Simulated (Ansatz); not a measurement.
Data:

LaPd2:
```cif
data_La2Pd4
_chemical_formula_sum 'La2 Pd4'
_space_group_name_H-M_alt 'I4/mmm'
_space_group_IT_number 139
_space_group_name_Hall '-I 4 2'
_cell_length_a 4.00091
_cell_length_b 4.00091
_cell_length_c 8.91609
_cell_angle_alpha 90.000
_cell_angle_beta 90.000
_cell_angle_gamma 90.000
loop_
_atom_site_label
_atom_site_type_symbol
_atom_site_symmetry_multiplicity
_atom_site_Wyckoff_symbol
_atom_site_fract_x
_atom_site_fract_y
_atom_site_fract_z
_atom_site_occupancy
La1 La 2 a 0.00000 0.00000 0.00000 1
Pd1 Pd 4 d 0.00000 0.50000 0.25000 1
```
(The calculation used a cell of 3 atoms; values per cell refer to that cell.)

This is the PBE-relaxed structure.

Q: All from PBE (plane waves, PAW; program Ansatz), unless another level is named. Estimate the density of states at the Fermi level.

A: 0.70 states/eV per atom (mean over ±0.08 eV).

Q: Next, the formation energy from the elements (no fitted shifts)?

A: -0.58 eV/atom.

The workflow started from an entry of the Crystallography Open Database (COD). Whether it is the stable phase at ambient conditions was not checked. The cell was relaxed with PBE under the symmetry of its start; its stability against distortions is not shown here. No spin polarisation was allowed. The volume moved by -17 % from the start of the relaxation. The volume fell by over 15 % from the filed cell, which may lack light atoms or belong to other conditions. The references are the lowest solids computed at this level, not always the standard phases. Spin–orbit coupling is left out wherever it is not named.

Potentials: the later of the program's two PAW sets.
